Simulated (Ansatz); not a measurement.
InAs:
```xyz
2
Lattice="0.0000 3.0542 3.0542 3.0542 0.0000 3.0542 3.0542 3.0542 0.0000" Properties=species:S:1:pos:R:3 pbc="T T T"
As     4.5812     4.5812     4.5812
In     0.0000     0.0000     0.0000
```

r²SCAN in the plane-wave PAW code Ansatz gives a gap of 0.08 eV without spin–orbit coupling, maximum at Γ, minimum at Γ.

**Question.** What happens when spin–orbit coupling is switched on?

**Answer.** The gap closes at this level.

Space group F-43m (zinc blende). The r²SCAN relaxation kept the symmetry of its start; phonons on a q-mesh show no instability.

Potentials: the later of the program's two PAW sets.
